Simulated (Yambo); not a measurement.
Consider the following.

```xyz
4
Lattice="3.1799 0.0000 0.0000 -1.5900 2.7539 0.0000 0.0000 0.0000 5.2741" Properties=species:S:1:pos:R:3 pbc="T T T"
B      1.5900     0.9180     2.6393
B      0.0000     1.8359     0.0023
P      1.5900     0.9180     4.6126
P      0.0000     1.8359     1.9755
```

Workflow: PBEsol (pw.x of Quantum ESPRESSO, ONCV potentials, no spin-orbit coupling), then G0W0 in Yambo (6×6×4 Γ-centred k mesh, 84 bands and a 8 Ry block in the screening, 84 bands in G with the Bruneval-Gonze terminator, plasmon pole fitted at 27.2 eV).

Question: Give the PBEsol and G0W0 gaps between the band edges found on this mesh, and say where the edges lie.

Answer: Edges: Γ → K. PBEsol: 0.83 eV; G0W0: 1.63 eV. Nearest settings tried, and what they do to the gap: 1 Ry block (9 vectors against 147): -254 meV; 3×3×2 mesh: -23 meV. Not varied: bands in G, bands in W. So the settings aren't converged at that level. 

Geometry relaxed with PBEsol.

This is not the ordinary phase of the substance; no match was found in the copy of COD used, and its stability was not checked.
